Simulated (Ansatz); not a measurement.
Ansatz (a first-principles code) input:

Ansatz 0.2 input:
```yaml
crystal:
  lattice:
    - [3.1942881749, -3.1950817152, 0.0]
    - [3.1942881749, 3.1950817152, 0.0]
    - [0.0, 0.0, 4.5184146398]
  atoms:
    - { symbol: K, position: [0.0, 0.0, 0.5] }
    - { symbol: Hg, position: [0.5, 0.5, 0.0] }
    - { symbol: F, position: [0.0, 0.5, 0.0] }
    - { symbol: F, position: [0.5, 0.0, 0.0] }
    - { symbol: F, position: [0.5, 0.5, 0.5] }
kpoints:
  mp_grid: { grid: [4, 4, 4] }
hamiltonian:
  xc: hse06
  pseudopotentials: { kind: paw }
scf:
  n_extra_bands: 6
  occupations: { method: fixed }
output:
  eigenvalues: true
  eigenstates:
    e_range: [-9.0, 9.6]
    kpoints:
      - [0.5, 0.5, 0.5]  # VBM
      - [0.0, 0.0, 0.0]  # CBM
```

Output (shortened):

```
Pseudopotential: K, paw, valence charge 9
Pseudopotential: Hg, paw, valence charge 20
Pseudopotential: F, paw, valence charge 7
Functional definition: HSE06
davidson cushion auto → on  (no smearing: the cushion is to keep the highest requested band from converging to the state above it …
Crystal: 5 atoms, lattice volume = 92.230 Å³
Basis set: ecut = 420 eV, 1819 PW (Γ)
Bands: 31, of which v1, the nominal top of the filled ones, is band 25 counted from 1 (24 counted from 0)
Symmetry: 8 space group operations
Space group: Cmmm (ITA 65), of the structure as read, at distance tolerance 4.5e-5 Å
k-points: 21 of 64
SCF iter   1: F=—  HF=-17777.626520 eV  |F-HF|=—  |Δ(HF+E_count)|=         —  Δρ=1.75e-3  dr2=1.82e-3  ethr=1.77e-3  ⟨swp⟩=9.4  Hψ=3069  notcnv=0
preconditioner: auto → none
iter 2 solved again at ethr=1.17e-7 eV; its pass at ethr=3.63e-6 eV (dr2=5.86e-5 eV) is discarded
SCF iter   2: F=—  HF=-17777.626949 eV  |F-HF|=—  |Δ(HF+E_count)|=   4.28e-4  Δρ=3.27e-4  dr2=5.86e-5  ethr=1.17e-7  ⟨swp⟩=3.0  Hψ=3740  notcnv=0  defer=6
SCF iter   3: F=-17777.627082 eV  HF=-17777.627037 eV  |F-HF|=4.42e-5  |Δ(HF+E_count)|=   8.89e-5  Δρ=1.87e-4  dr2=8.55e-6  ethr=1.17e-7  ⟨swp⟩=3.3  Hψ=1791  notcnv=0  defer=6
SCF 1 stopped early in 3 iterations: F = -17777.627082 eV  dr2 = 8.55e-6
Crystal: 5 atoms, lattice volume = 92.230 Å³
Exchange kernel: α = 0.2500, screened, ω = 0.2079 Å⁻¹, Wigner–Seitz truncation, v(0) = 1042.5302 eV·Å³, q-mesh 4×4×4, nearest image of the exchange supercell L …
Frozen-core exchange: fock
SCF iter   1: F=—  HF=-17781.195377 eV  |F-HF|=—  |Δ(HF+E_count)|=         —  Δρ=1.12e-2  dr2=1.10e-1  ethr=1.71e-7  ⟨swp⟩=8.2  Hψ=3612  notcnv=0
preconditioner: auto → none
SCF iter   2: F=—  HF=-17781.166550 eV  |F-HF|=—  |Δ(HF+E_count)|=   2.88e-2  Δρ=7.22e-3  dr2=1.79e-2  ethr=1.71e-7  ⟨swp⟩=5.9  Hψ=3074  notcnv=0
SCF iter   3: F=—  HF=-17781.183683 eV  |F-HF|=—  |Δ(HF+E_count)|=   1.71e-2  Δρ=3.20e-3  dr2=5.26e-3  ethr=1.71e-7  ⟨swp⟩=5.0  Hψ=2699  notcnv=0
SCF iter   4: F=—  HF=-17781.182127 eV  |F-HF|=—  |Δ(HF+E_count)|=   1.56e-3  Δρ=1.23e-3  dr2=8.02e-4  ethr=1.71e-7  ⟨swp⟩=4.1  Hψ=2095  notcnv=0
SCF iter   5: F=—  HF=-17781.183072 eV  |F-HF|=—  |Δ(HF+E_count)|=   9.45e-4  Δρ=7.78e-4  dr2=3.93e-4  ethr=1.71e-7  ⟨swp⟩=4.0  Hψ=2055  notcnv=0
SCF iter   6: F=-17781.182955 eV  HF=-17781.182957 eV  |F-HF|=1.83e-6  |Δ(HF+E_count)|=   1.14e-4  Δρ=7.97e-5  dr2=3.61e-6  ethr=1.71e-7  ⟨swp⟩=4.0  Hψ=2065  notcnv=0
SCF 2 stopped early in 6 iterations: F = -17781.182955 eV  dr2 = 3.61e-6
hybrid outer 1: dexx = +2.522e-2 eV, tail = 6.36e-5 eV
Crystal: 5 atoms, lattice volume = 92.230 Å³
Exchange kernel: α = 0.2500, screened, ω = 0.2079 Å⁻¹, Wigner–Seitz truncation, v(0) = 1042.5302 eV·Å³, q-mesh 4×4×4, nearest image of the exchange supercell L …
Frozen-core exchange: fock
SCF iter   1: F=—  HF=-17781.183205 eV  |F-HF|=—  |Δ(HF+E_count)|=         —  Δρ=8.94e-5  dr2=3.82e-6  ethr=6.36e-7  ⟨swp⟩=3.1  Hψ=1699  notcnv=0
preconditioner: auto → none
iter 2 solved again at ethr=6.25e-10 eV; its pass at ethr=6.28e-9 eV (dr2=3.13e-7 eV) is discarded
SCF iter   2: F=—  HF=-17781.183204 eV  |F-HF|=—  |Δ(HF+E_count)|=   7.32e-7  Δρ=2.99e-5  dr2=3.69e-7  ethr=6.25e-10  ⟨swp⟩=2.1  Hψ=3317  notcnv=0
SCF iter   3: F=—  HF=-17781.183205 eV  |F-HF|=—  |Δ(HF+E_count)|=   3.93e-7  Δρ=1.99e-5  dr2=1.77e-7  ethr=6.25e-10  ⟨swp⟩=3.9  Hψ=1900  notcnv=0  defer=4
SCF iter   4: F=-17781.183205 eV  HF=-17781.183205 eV  |F-HF|=7.24e-10  |Δ(HF+E_count)|=   4.17e-8  Δρ=4.54e-6  dr2=6.94e-9  ethr=3.36e-10  ⟨swp⟩=3.0  Hψ=1663  notcnv=0
SCF 3 converged in 4 iterations: F = -17781.183205 eV  dr2 = 6.94e-9
hybrid outer 2: dexx = +7.766e-7 eV, tail = 5.18e-8 eV, Δε = 3.88e-3 eV (about 1.22e-4 eV left of the loop's levels)
the search or the solves at the SCF's close seem to have found levels that the self-consistency loop had missed (the run counts 2) …
NSCF: frozen V_eff on 2 k-points
hybrid SCF converged: 2 outer / 10 inner (+3 warm-up), last move |dexx| = 7.77e-7 eV, tail = 5.18e-8 eV
Stability not checked (fock_operator)
Free energy (F): -17781.183205 eV
Frozen-core exchange: fock
Harris-Foulkes:  -17781.183205 eV  (|F-HF|=7.24e-10)
Internal energy: -17781.183205 eV  (E = F + TS)
E sigma→0 (E₀):  -17781.183205 eV
Fermi energy:    3.428402 eV
--- Per-component energies (eV) ---
  E_band       = -832.190847
  E_kinetic    = 1480.079796
  E_local      = -6084.563786  (includes V_loc(G=0)·N_el)
  E_nonlocal   = 309.007176
  E_hartree    = 2493.933842
  E_xc         = -473.562754
  E_vxc        = -579.467430  (∫ρ·V_xc dr)
  E_exx        = -181.740401  (= α·E_x^exact, valence–valence)
  E_paw        = -11270.600000  (= ΣΔE_a)
  E_vpaw       = -581.642834  (= ΣTr[D̂ρ^β])
  E_aug_tail   = 0.007180  (compensation charges beyond the density's cutoff)
  E_ewald      = -4051.680443
  E_core_change = -2.063814  (= ΣΔE_core)
  E_smearing   =  0.000000  (= −TS)
  E_closure    =  0.000000  (closes the sum)
  Σ components = -17781.183205   (vs F -17781.183205, Δ=3.64e-12)
  [band-id]    e_kinetic+e_local+e_nonlocal+2·e_hartree+e_vxc+2·e_exx+e_vpaw+e_augmentation_tail = -832.193017   (vs E_band -832.190847, Δ=-2.17e-3)
--- Band table (eV; the first three rows and the last of 21) ---
  k-point 0: bands = ["-112.9660", "-60.2904", "-60.2904", "-60.2904", "-27.1598", "-20.2350", "-19.9811", "-19.9802", "-9.2654", "-9.2654", "-9.2654", "-1.4853", "-1.4853", "-1.4852", "-1.0208", "-1.0204", "-1.0198", "-0.9907", "-0.9905", "0.3431", "0.3435", …
  k-point 1: bands = ["-112.9660", "-60.2907", "-60.2905", "-60.2904", "-27.1581", "-20.1954", "-19.9801", "-19.9783", "-9.2726", "-9.2605", "-9.2605", "-2.8017", "-1.7527", "-1.7526", "-1.4830", "-0.9897", "-0.9242", "-0.9237", "-0.1179", "0.2944", "0.3776", …
  k-point 2: bands = ["-112.9660", "-60.2910", "-60.2906", "-60.2905", "-27.1564", "-20.1573", "-19.9791", "-19.9743", "-9.2798", "-9.2556", "-9.2556", "-3.5811", "-1.9376", "-1.9375", "-1.4807", "-0.9888", "-0.8894", "-0.8890", "-0.1525", "0.2466", "0.3675", …
  k-point 20: bands = ["-112.9660", "-60.2914", "-60.2913", "-60.2913", "-27.1514", "-19.9734", "-19.9732", "-19.9720", "-9.3139", "-9.3139", "-9.3139", "-3.6995", "-3.6983", "-3.1112", "-2.3621", "-2.3616", "-2.3614", "0.7230", "0.7234", "0.7235", "0.8827", …
```

Cost: about 110 core-seconds (a rough figure) on shared cores.

The points marked VBM and CBM come from a semilocal run.

Space group Pm-3m (cubic perovskite). The workflow started from a Materials Project entry (that database holds measured and hypothetical structures alike); the Crystallography Open Database copy checked does not list it. COD files the formula under space group No. 65. Whether it is the stable phase at ambient conditions was not checked. The r²SCAN relaxation kept the symmetry of its start; whether a distortion lowers the energy is not shown. Point labels and valley counts follow the cell and symmetry of the run, lower than the named group. Scalar-relativistic: spin–orbit coupling is off unless named, which matters more the heavier the elements.

Potentials: the later of the program's two PAW sets.

Ansatz is a plane-wave DFT program.
